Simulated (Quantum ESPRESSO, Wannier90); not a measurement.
# Wannierisation of LiBr (rock salt)

```xyz
2
Lattice="0.0000 2.7227 2.7227 2.7227 0.0000 2.7227 2.7227 2.7227 0.0000" Properties=species:S:1:pos:R:3 pbc="T T T"
Li     0.0000     0.0000     0.0000
Br     2.7227     2.7227     2.7227
```

Cell from Materials Project (mp-23259), symmetrised, no further relaxation. COD (Crystallography Open Database) has an entry of this formula and space group (matched by these alone). Level: PBEsol, no spin polarisation, no spin-orbit coupling; pw.x of Quantum ESPRESSO at 60 Ry with PseudoDojo potentials, 8×8×8 k-points, Wannier90. Density: 10×10×10 mesh, cold smearing 0.01 Ry. Spin-orbit coupling, left out, would split the p-like bands by a few tenths of an eV.

Functional, cutoff and mesh named above are those of the base row (60); the first column says what each row takes instead. Model: 4 functions from bands 2-5, start SCDM (isolated) (the valence bands). Energies are relative to the valence-band maximum; the misfit is to pw.x on a path, for all bands of the set. Only the plane-wave cutoff changes (density cutoff four times as high). Ω_total can sit in another minimum from row to row; Ω_I of an isolated set cannot.

```tsv
ecutwfc (Ry)	Ω_I (Å²)	Ω_total (Å²)	rms misfit (meV)	gap (eV)	ΔE to highest cutoff (meV/atom)	plane waves a k-point, about (cost)
30	4.27	5.24	1.0	4.996	1931.2	760
37	4.27	5.23	0.5	4.935	696.3	1000
45	4.27	5.23	0.5	4.909	185.9	1400
60	4.27	5.23	0.5	4.895	7.9	2100
74	4.27	5.23	0.5	4.893	0.1	2900
93	4.27	5.23	0.5	4.893	0.0	4100
```
